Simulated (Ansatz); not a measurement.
ZrIr$_{2}$ (cubic Laves, MgCu2 type)

Space group Fd-3m, origin choice 1 (No. 227); a = 7.3465 Å, b = 7.3465 Å, c = 7.3465 Å, α = 90.00°, β = 90.00°, γ = 90.00°

```csv
atom,site,symmetry,x,y,z
Zr,8a,-43m,0.0000,0.0000,0.0000
Ir,16d,.-3m,0.6250,0.6250,0.6250
```
(The calculation used a cell of 6 atoms; values per cell refer to that cell.)

E(V) scan at fixed shape, V₀ the volume above. Symmetry pins the atoms to their sites.

All values below come from PBEsol (plane waves to 420 eV, PAW, scalar-relativistic; Ansatz, a first-principles code). k mesh 11×11×11 (Γ-centred), Fermi-Dirac smearing 0.05 eV. E stands for the smeared free energy. Stress and pressure are positive under compression. Spin-orbit coupling is left out, though Ir is heavy. ZrIr2 is run without spin polarisation. ZrIr2 was relaxed with its symmetry unable to fall. ΔE is measured from the relaxed starting cell.

| V (Å³/cell) | ΔE (meV/atom) | P (GPa) |
|---|---|---|
| 93.18 | 56 | 19.2 |
| 94.17 | 38 | 15.6 |
| 95.16 | 24 | 12.1 |
| 96.15 | 13 | 8.8 |
| 97.14 | 6 | 5.7 |
| 98.13 | 1 | 2.8 |
| 99.12 | 0 | 0.0 |
| 100.11 | 1 | -2.6 |
| 101.11 | 5 | -5.1 |
| 102.10 | 12 | -7.4 |
| 103.09 | 21 | -9.7 |
| 104.08 | 32 | -11.8 |
| 105.07 | 45 | -13.7 |

Key numbers:

```
Quantity                                                  Result
-------------------------------------------------  -------------
Pressure at the smallest volume                         19.2 GPa
Energy cost of the largest compression               56 meV/atom
Energy cost of the largest expansion                 45 meV/atom
Bulk modulus B₀ (third-order Birch-Murnaghan fit)        270 GPa
Pressure derivative B₀′ (fit)                                4.6
Equilibrium volume of the fit                      16.52 Å³/atom
Pressure for 5 % compression (fit)                      15.6 GPa
```

(Under strain, the slope of the energy per volume gives the stress and its curvature an elastic modulus.)
